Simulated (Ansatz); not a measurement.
**Os: energy along a strain**

Os, P6_3/mmc, a = 2.734 Å, c = 4.320 Å (as given, not relaxed at this level: 8.7 GPa). Ansatz: PBE, PAW, 420 eV, Γ-centred 18×18×12 mesh on 2 atoms, Gaussian smearing 0.15 eV; no spin polarisation. Cell vectors (Å): 2.734 0.000 0.000; -1.367 2.368 0.000; 0.000 0.000 4.320. The cell is strained by x per cent times the pattern (0 1 0 0 0 0) in the order xx yy zz yz xz xy (engineering shears), with fractional coordinates held. y is the free energy over the start, V0 = 13.982 Å³/atom.

```tsv
x (%)	y (meV/atom)
-2.00	?
-1.50	19.47
-1.00	11.11
-0.50	4.64
0.00	0.00
0.50	-2.89
1.00	-4.11
1.50	-3.73
1.75	-2.96
2.00	-1.81
```

Fit y = c1 x + c2 x² + c3 x³ to the other rows, get the stiffness along the pattern, and predict the missing energy.

Least squares on the rows shown. y = −7.5123 x + 3.4984 x² − 0.097808 x³. The clamped-ion stiffness p·C·p = 2 × 34.98 eV × 160.2 / 13.982 Å³ = 802 GPa, which is C22 in these axes (second derivative at the start, which stands under stress). At x = -2.00 the fit asked for gives 29.80 meV/atom. The run gave 29.81 meV/atom, so the fit is 0.01 meV/atom too low, a small miss on the scale of the series.

Spin–orbit coupling is left out, which can shift energies with elements as heavy as these.